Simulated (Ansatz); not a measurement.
Clean, relaxed (001) surface of Tl, space group P6_3/mmc (No. 194) (top face towards +c; atoms held fixed, by place in the list: 1, 2):

```
Tl
1.0
     3.52612    0.00000    0.00000
    -1.76306    3.05371    0.00000
     0.00000    0.00000   24.99942
Tl
4
Direct
  0.66667 0.33333 0.34001
  0.33333 0.66667 0.44667
  0.66667 0.33333 0.55000
  0.33333 0.66667 0.65611
```

Theory: DFT PBEsol, scalar-relativistic, plane waves, PAW in Ansatz. Cutoff 420 eV; k points 9×9×1 on the computed 4-atom cell (Γ-centred); Gaussian smearing, width 0.10 eV; no spin polarisation. The cell repeats along c with a dipole correction in the vacuum.

CO is adsorbed on the top face, one adsorbate per 10.8 Å², and relaxed from 3 starting sites (fractions of a and b). The adsorption energy is E(slab + adsorbate) − E(slab) − E(free adsorbate, spin-polarised where open-shell). Heights count from the highest slab atom after relaxation. With the adsorbate the cell is lengthened along c to keep the vacuum.

```json
{"start": "top (Tl) at (0.33, 0.67)", "ends at": "not bound", "E_ads (eV)": "0.00", "height (Å)": "3.25"}
{"start": "hollow (Tl-Tl-Tl) at (0.00, 0.00)", "ends at": "not bound", "E_ads (eV)": "-0.04", "height (Å)": "2.41"}
{"start": "bridge (Tl-Tl) at (0.83, 0.67)", "ends at": "not bound", "E_ads (eV)": "-0.04", "height (Å)": "2.72"}
```

It doesn't bind at this level of theory (ends above -0.1 eV count as unbound; no dispersion correction).

Each end is the local minimum or symmetric point that its start leads to. The slab is only 8.0 Å thick, so the energies aren't converged with thickness.